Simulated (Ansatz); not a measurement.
What internal relaxation does to the elastic constants of Al3Cu2

Computed with DFT LDA, scalar-relativistic, plane waves, PAW (Ansatz 0.2.0). Settings: 420 eV plane-wave cutoff, Γ-centred 12×12×8 mesh, Fermi-Dirac smearing of 0.15 eV. No spin polarisation.

Equilibrium structure at this level:
```yaml
crystal:
  lattice:
    - [4.05811, 0.00000, 0.00000]
    - [-2.02906, 3.51443, 0.00000]
    - [0.00000, 0.00000, 4.93523]
  atoms:
    - { symbol: Al, position: [0.00000, 0.00000, 0.00000] }
    - { symbol: Al, position: [0.33333, 0.66667, 0.35108] }
    - { symbol: Al, position: [0.66667, 0.33333, 0.64892] }
    - { symbol: Cu, position: [0.33333, 0.66667, 0.84202] }
    - { symbol: Cu, position: [0.66667, 0.33333, 0.15798] }
```

In a metal, frequencies and elastic constants depend on the k mesh and the smearing, soft modes and shear constants most.

Clamped-ion constants (GPa, Voigt order; atoms follow the strain homogeneously):
```
225.8  75.9  54.9  21.7   0.0   0.0
 75.9 225.8  54.9 -21.7   0.0   0.0
 55.0  55.0 255.1   0.0   0.0   0.0
 21.8 -21.8   0.0  51.8   0.0   0.0
  0.0   0.0   0.0   0.0  51.8  21.8
  0.0   0.0   0.0   0.0  21.7  75.0
```

Q: What are the constants once the atoms relax in each strained cell?

A:
C11 = 203.2, C12 = 95.8, C13 = 58.3, C14 = 23.8, C22 = 203.2, C23 = 58.3, C24 = -23.8, C33 = 243.5, C44 = 50.2, C55 = 50.2, C56 = 23.9, C66 = 53.7 GPa; the others vanish.
The Voigt shear modulus goes from 70.4 to 60.0 GPa and the Voigt bulk modulus from 119.8 to 119.4 GPa. Relaxation subtracts ΛᵀK⁻¹Λ/V, with Λ the forces that a strain puts on the atoms and K the zone-centre force constants. At a stable cell this can only lower the diagonal constants, and it acts only for strains that share their symmetry with an optical mode; elsewhere, and where the coupling is weak, the constants hardly move.